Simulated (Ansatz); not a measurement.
SiC$_{2}$N$_{4}$:
```
SiC2N4
1.0
    6.64148     0.00000     0.00000
    0.00000     6.64148     0.00000
    0.00000     0.00000     6.64148
Si C N
2 4 8
Direct
  0.50000   0.50000   0.50000
  0.00000   0.00000   0.00000
  0.75000   0.25000   0.25000
  0.25000   0.25000   0.75000
  0.25000   0.75000   0.25000
  0.75000   0.75000   0.75000
  0.14568   0.85432   0.14568
  0.64568   0.64568   0.64568
  0.85432   0.14568   0.14568
  0.35432   0.35432   0.64568
  0.14568   0.14568   0.85432
  0.64568   0.35432   0.35432
  0.85432   0.85432   0.85432
  0.35432   0.64568   0.35432
```

Relaxed with r²SCAN. Special points in fractions of this cell's reciprocal vectors: Γ (0.000, 0.000, 0.000); X (0.000, 0.500, 0.000); M (0.500, 0.500, 0.000); R (0.500, 0.500, 0.500).

**Question.** List the band energies nearest the valence-band maximum at these points for r²SCAN in the plane-wave PAW code Ansatz.

**Answer.** In eV from the valence-band maximum; about four levels below and three above (degenerate sets whole), none deeper than 8.9 eV; points with the same levels are listed once.

```
k                          below                above
-  -----------------------------  -------------------
Γ     -1.58 -1.58 0.00 0.00 0.00  4.96 5.00 5.00 5.00
X        -0.80 -0.80 -0.49 -0.49  5.33 5.33 5.61 5.61
M        -0.83 -0.83 -0.50 -0.50  5.40 5.40 5.49 5.49
R  -1.59 -1.59 -0.02 -0.02 -0.02       4.88 4.88 4.88
```

Space group Pn-3m. The first step of the workflow began from a Materials Project structure, measured or hypothetical; the Crystallography Open Database files this formula in space group No. 224, but the cells were not matched. Whether it is the stable phase at ambient conditions was not checked. Symmetry was held in the r²SCAN relaxation; its stability against distortions is not shown here.

Potentials: the later of the program's two PAW sets.
